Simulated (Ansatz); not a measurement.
SiO2: computed property card

SiO$_{2}$:
```
CELL_PARAMETERS angstrom
      5.02806     0.00000     0.00000
      0.00000     5.02806     0.00000
      0.00000     0.00000     7.00967
ATOMIC_POSITIONS crystal
  Si 0.70192 0.70192 0.50000
  Si 0.79808 0.20192 0.75000
  Si 0.29808 0.29808 0.00000
  Si 0.20192 0.79808 0.25000
  O  0.89804 0.76042 0.32164
  O  0.73958 0.39804 0.57164
  O  0.10196 0.23958 0.82164
  O  0.26042 0.60196 0.07164
  O  0.39804 0.73958 0.42836
  O  0.23958 0.10196 0.17836
  O  0.60196 0.26042 0.92836
  O  0.76042 0.89804 0.67836
```

Space group P4_12_12 (No. 92); conventional cell a = b = 5.028 Å, c = 7.010 Å, α = β = γ = 90.00°.

Method: plane-wave PAW PBEsol (Ansatz code). Geometry: relaxed at this level of theory. Other levels are named where they apply.

### Cell and energy

```
Quantity                                                             Result
-----------------------------------------------------  --------------------
Volume per atom                                                    14.77 Å³
Density                                                          2.25 g/cm³
Formation energy from the elements (no fitted shifts)  -271 kJ/mol of atoms
```

### Electronic structure

```
Item                                                       Result
----------------------------  -----------------------------------
Band gap                                         5.57 eV (direct)
Valence-band maximum                                         at Γ
Conduction-band minimum                                      at Γ
Electron effective mass                       0.54 mₑ (isotropic)
Hole effective mass           1.6, 1.9, 1.9 mₑ (principal values)
HSE06 gap on the PBEsol cell                              7.40 eV
```

### Mechanics

```
Quantity                                                                                                      Value
--------------------------------------------  ---------------------------------------------------------------------
Bulk modulus (Birch–Murnaghan fit)                                                                         13.2 GPa
Pressure derivative B′                                                                                          3.4
Elastic constants (relaxed ions, GPa)         C11 = 52.2, C12 = 3.1, C13 = -8.1, C33 = 43.8, C44 = 70.3, C66 = 26.0
Mechanical stability                                                         stable (all eigenvalues of C positive)
Hill bulk and shear moduli                                                                        13.3 and 39.5 GPa
Young's modulus                                                                                            59.6 GPa
Poisson's ratio                                                                                               -0.25
Debye temperature from the elastic constants                                                                  543 K
```

### Dielectric response

```
Property                                                      Value
----------------------------------------  -------------------------
Electronic dielectric constant ε∞ (DFPT)  2.28 (xx = yy), 2.27 (zz)
Born charges (a third of the trace)             Si +3.34, O -1.67 e
```

The cell was relaxed with PBEsol under the symmetry of its start. The references are the lowest solids computed at this level, not always the standard phases (solids in place of the gases).

Potentials: the earlier of the program's two PAW sets. The files were generated under PBE; for other functionals the program regenerates the frozen cores, and for LDA and PBEsol the local potential too.
